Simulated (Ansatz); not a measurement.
# Sr: stationary points along a deformation path

These are results of DFT PBEsol, scalar-relativistic, plane waves, PAW in Ansatz 0.2.0, not measurements. Settings: plane waves to 420 eV, k-mesh 10×10×10 (Γ-centred), Gaussian smearing 0.03 eV. No spin polarisation. Energies are free energies at this smearing, counted from the undisturbed cell; pressure is positive in compression.

Zero of the scan (as given, not relaxed at this level; it stands at -0.9 GPa):

```yaml
crystal:
  lattice:
    - [0.00000, 3.04235, 3.04235]
    - [3.04235, 0.00000, 3.04235]
    - [3.04235, 3.04235, 0.00000]
  atoms:
    - { symbol: Sr, position: [0.00000, 0.00000, 0.00000] }
```

At fixed volume and fractional coordinates, lengths along (0.577, 0.577, 0.577) are scaled against those across it; ρ is that ratio over its starting value. V = 56.319 Å³/atom. Δσ is the stress along the axis less the mean stress across it (compression positive).

| ρ | ΔE (meV/atom) | Δσ (GPa) | space group |
| --- | --- | --- | --- |
| 0.500 | 373.1 | 0.00 | Pm-3m |
| 0.600 | 324.9 | 2.18 | R-3m |
| 0.710 | 209.9 | 3.41 | R-3m |
| 0.850 | 59.4 | 3.10 | R-3m |
| 0.930 | 9.9 | 1.41 | R-3m |
| 1.000 | 0.0 | 0.00 | Fm-3m |
| 1.080 | 8.7 | -1.24 | R-3m |
| 1.200 | 79.2 | -4.47 | R-3m |
| 1.410 | 303.6 | -7.22 | R-3m |
| 1.700 | 695.9 | -10.47 | R-3m |
| 2.000 | 1145.5 | -12.89 | R-3m |

Problem. How does the stress give the slope of the energy, and where is the energy stationary?

Solution. Along the path d ln(length) is 2/3 d ln ρ on the axis and −1/3 d ln ρ across it, so dE/d ln ρ = −(2/3) V Δσ: the energy falls with ρ where Δσ is positive. Δσ vanishes or changes sign at ρ = 0.500 (Pm-3m, an end of the scan), at 373.1 meV/atom; at ρ = 1.000 (Fm-3m), a minimum at 0.0 meV/atom. Pairs of stationary points between two samples would go unseen, and could change a minimum read from distant neighbours into a maximum. At ρ = 0.500, 1.000 the cell is cubic, where symmetry alone makes the stress isotropic and the slope zero.

Problem. Which shear constant sets the curvature at ρ = 1?

Solution. For a cubic crystal E/V = (2/3) C (ln ρ)² with C = C44, so Δσ = −2C ln ρ. The parabola of Δσ against ln ρ through ρ = 0.930, 1 and 1.080 gives C ≈ 8.9 GPa with the ions clamped, rough because the steps are large. It is the stress–strain coefficient at this cell's pressure of -0.9 GPa, not the zero-pressure constant.

In a metal these slopes depend on the k mesh and the smearing.